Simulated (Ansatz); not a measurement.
CuSn:
```cif
data_Cu2Sn2
_chemical_formula_sum 'Cu2 Sn2'
_space_group_name_H-M_alt 'P63/mmc'
_space_group_IT_number 194
_space_group_name_Hall '-P 6c 2c'
_cell_length_a 4.13848
_cell_length_b 4.13848
_cell_length_c 5.01334
_cell_angle_alpha 90.000
_cell_angle_beta 90.000
_cell_angle_gamma 120.000
loop_
_atom_site_label
_atom_site_type_symbol
_atom_site_symmetry_multiplicity
_atom_site_Wyckoff_symbol
_atom_site_fract_x
_atom_site_fract_y
_atom_site_fract_z
_atom_site_occupancy
Cu1 Cu 2 a 0.00000 0.00000 0.00000 1
Sn1 Sn 2 c 0.33333 0.66667 0.25000 1
```

Relaxed with r²SCAN.

**Question.** Tabulate the valence density and the electron localisation function along the shortest Cu–Cu contact (2.51 Å), r²SCAN (plane waves, PAW; program Ansatz).

**Answer.** 

| distance from Cu (Å) | density (e/Å³) | ELF |
|---|---|---|
| 0.25 | 38.20 | 0.79 |
| 0.38 | 19.02 | 0.57 |
| 0.50 | 8.11 | 0.35 |
| 0.63 | 3.31 | 0.24 |
| 0.75 | 1.41 | 0.19 |
| 0.88 | 0.66 | 0.17 |
| 1.00 | 0.40 | 0.18 |
| 1.13 | 0.33 | 0.23 |
| 1.25 | 0.30 | 0.27 |
| 1.38 | 0.33 | 0.23 |
| 1.50 | 0.40 | 0.18 |
| 1.63 | 0.66 | 0.17 |
| 1.75 | 1.41 | 0.19 |
| 1.88 | 3.31 | 0.24 |
| 2.01 | 8.11 | 0.35 |
| 2.13 | 19.02 | 0.57 |
| 2.26 | 38.20 | 0.79 |

The density is the valence pseudo-density with augmentation charge, so density and ELF within about 1 Å of a nucleus are not all-electron values.

Space group P6_3/mmc (NiAs type). The workflow started from a Materials Project entry (that database holds measured and hypothetical structures alike); the Crystallography Open Database files this formula in space group No. 194, but the cells were not matched. Its standing as an ambient phase is unchecked. Symmetry was held in the r²SCAN relaxation; its stability against distortions is not shown here. No spin polarisation was allowed. Spin–orbit coupling is left out wherever it is not named.

Potentials: the later of the program's two PAW sets.
